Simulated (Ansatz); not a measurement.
All-electron LAPW in Ansatz 0.2.0 under PBEsol, scalar-relativistic, energies extrapolated to zero smearing. Slabs are 1×1 cells cut from bulk crystals relaxed on PAW files, with atoms then relaxed, 16 to 20 Å of vacuum, a dipole correction, k spacings of 0.16 to 0.26 Å⁻¹ and smearing of 0.02 to 0.1 eV, without spin–orbit coupling; Cr, Mn, Fe, Co, Ni, Eu and Gd start ferromagnetic, the others run without spin. The bulk type named needn't be the stable one, and no reconstruction is allowed.

```
                  slab  area (Å²)  γ (J/m²)  Φ (eV)  Δd12 (%)
fcc Rh (111), 5 layers       6.19      2.45    5.31      -1.9
fcc Bi (100), 4 layers      12.18      0.43    4.07      -9.3
bcc Ga (210), 5 layers      24.35      0.72       ?      48.8
bcc Fe (110), 5 layers       5.50         ?    4.98      -0.7
```

Task: Give the missing entry: row "bcc Ga (210), 5 layers", column "Φ (eV)".

Result: 4.37.

Task: Fill in "γ (J/m²)" for the row "bcc Fe (110), 5 layers".

Result: 2.96.
